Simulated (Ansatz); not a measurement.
SiO2 built on the rutile prototype, relaxed with r2SCAN in Ansatz. It is tetragonal, P4_2/mnm (No. 136); conventional cell a = 4.185 Å, c = 2.669 Å, 7.79 Å³ an atom. Si has 6 O at 1.76–1.81 Å; O has 3 Si at 1.76–1.81 Å.

The axes x, y and z are those of this cell:
```xyz
6
Lattice="4.1852 0.0000 0.0000 0.0000 4.1852 0.0000 0.0000 0.0000 2.6688" Properties=species:S:1:pos:R:3 pbc="T T T"
Si    0.0000    0.0000    0.0000
Si    2.0926    2.0926    1.3344
O     1.2811    1.2811    0.0000
O     0.8115    3.3737    1.3344
O     3.3737    0.8115    1.3344
O     2.9041    2.9041    0.0000
```

Unstrained: PBE gives a direct gap of 5.555 eV at Γ. The r2SCAN gap is direct at Γ: 6.512 eV. With HSE06 the gap is 7.661 eV and direct, at Γ. Meshes: PBE 6×6×10, r2SCAN 6×6×10, HSE06 4×4×6. Strains are changes of length per length. After each strain the atoms were relaxed again with r2SCAN in this cell and within any symmetry left, so distortions that break it or need a larger cell weren't tested; points keep the names that they have in the unstrained zone. The values are computed, spin-unpolarised, and not measurements.

**Question.** Apply uniaxial -3.0 % along z, other directions held. How far does the gap move, against the unstrained cell?

**Answer.** PBE: the gap goes from 5.555 to 6.201 eV (+0.646 eV); with r2SCAN the top three valence levels at Γ, grouped 1+2 from the top over 879 meV, become 1+2 over 931 meV. r2SCAN: the gap goes from 6.512 to 7.183 eV (+0.671 eV). HSE06: the gap goes from 7.661 to 8.346 eV (+0.685 eV). The r2SCAN energy rises by 18.0 meV an atom.

**Question.** Estimate what uniaxial +2.0 % along z, other directions held does to the gap.

**Answer.** PBE: the gap goes from 5.555 to 5.125 eV (-0.431 eV); with r2SCAN the top three valence levels at Γ, grouped 1+2 from the top over 879 meV, become 1+2 over 844 meV. r2SCAN: the gap goes from 6.512 to 6.064 eV (-0.448 eV). HSE06: the gap goes from 7.661 to 7.203 eV (-0.458 eV). The r2SCAN energy rises by 7.1 meV an atom.

**Question.** Estimate what uniaxial -1.0 % along z, other directions held does to the gap.

**Answer.** PBE: the gap goes from 5.555 to 5.773 eV (+0.217 eV); with r2SCAN the top three valence levels at Γ, grouped 1+2 from the top over 879 meV, become 1+2 over 896 meV. r2SCAN: the gap goes from 6.512 to 6.738 eV (+0.226 eV). HSE06: the gap goes from 7.661 to 7.891 eV (+0.231 eV). The r2SCAN energy rises by 1.9 meV an atom.

**Question.** Apply uniaxial +3.0 % along z, other directions held. How far does the gap move, against the unstrained cell?

**Answer.** PBE: the gap goes from 5.555 to 4.913 eV (-0.643 eV); with r2SCAN the top three valence levels at Γ, grouped 1+2 from the top over 879 meV, become 1+2 over 827 meV. r2SCAN: the gap goes from 6.512 to 5.843 eV (-0.669 eV). HSE06: the gap goes from 7.661 to 6.977 eV (-0.684 eV). The r2SCAN energy rises by 15.6 meV an atom.

**Question.** Estimate what uniaxial -4.0 % along z, other directions held does to the gap.

**Answer.** PBE: the gap goes from 5.555 to 6.410 eV (+0.855 eV); with r2SCAN the top three valence levels at Γ, grouped 1+2 from the top over 879 meV, become 1+2 over 949 meV. r2SCAN: the gap goes from 6.512 to 7.400 eV (+0.888 eV). HSE06: the gap goes from 7.661 to 8.567 eV (+0.906 eV). The r2SCAN energy rises by 32.7 meV an atom.

**Question.** Apply uniaxial -2.0 % along z, other directions held. How far does the gap move, against the unstrained cell?

**Answer.** PBE: the gap goes from 5.555 to 5.987 eV (+0.432 eV); with r2SCAN the top three valence levels at Γ, grouped 1+2 from the top over 879 meV, become 1+2 over 914 meV. r2SCAN: the gap goes from 6.512 to 6.962 eV (+0.450 eV). HSE06: the gap goes from 7.661 to 8.119 eV (+0.458 eV). The r2SCAN energy rises by 7.8 meV an atom.

**Question.** Apply uniaxial +4.0 % along z, other directions held. How far does the gap move, against the unstrained cell?

**Answer.** PBE: the gap goes from 5.555 to 4.704 eV (-0.852 eV); with r2SCAN the top three valence levels at Γ, grouped 1+2 from the top over 879 meV, become 1+2 over 809 meV. r2SCAN: the gap goes from 6.512 to 5.625 eV (-0.887 eV). HSE06: the gap goes from 7.661 to 6.754 eV (-0.907 eV). The r2SCAN energy rises by 27.1 meV an atom.

**Question.** Estimate what uniaxial +1.0 % along z, other directions held does to the gap.

**Answer.** PBE: the gap goes from 5.555 to 5.340 eV (-0.215 eV); with r2SCAN the top three valence levels at Γ, grouped 1+2 from the top over 879 meV, become 1+2 over 861 meV. r2SCAN: the gap goes from 6.512 to 6.288 eV (-0.224 eV). HSE06: the gap goes from 7.661 to 7.432 eV (-0.229 eV). The r2SCAN energy rises by 1.8 meV an atom.

The meshes of the hybrids are coarse, so their gaps aren't converged to the digits shown.

The splittings at Γ are without spin-orbit coupling, which regroups them where it is of like size.
